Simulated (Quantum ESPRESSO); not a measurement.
Space group Cmc2₁ (No. 36); a = 4.118 Å, b = 10.788 Å, c = 4.203 Å, α = β = γ = 90.00°

| atom | site | symmetry | x | y | z |
|---|---|---|---|---|---|
| H | 4a | m.. | 0.0000 | 0.0322 | 0.3968 |
| O | 4a | m.. | 0.0000 | 0.0982 | 0.2375 |
| Rb | 4a | m.. | 0.0000 | 0.3618 | 0.2611 |
(The calculation used a cell of 6 atoms; values per cell refer to that cell.)

The geometry is that of Materials Project entry mp-626620, symmetrised and not relaxed again.

Question: What does PBEsol (pw.x of Quantum ESPRESSO, ONCV potentials, with spin-orbit coupling) give for the electronic structure near the Fermi level?

Answer: The PBEsol gap is direct, 3.58 eV at Γ. Another valence extremum on the path lies within 0.02 eV, too close to call. 

The structure is a Materials Project entry; no match was found in the copy of COD used, and its stability was not checked.

Letters of k points follow the standard setting of the lattice, whose axes may be ordered differently from the printed cell.
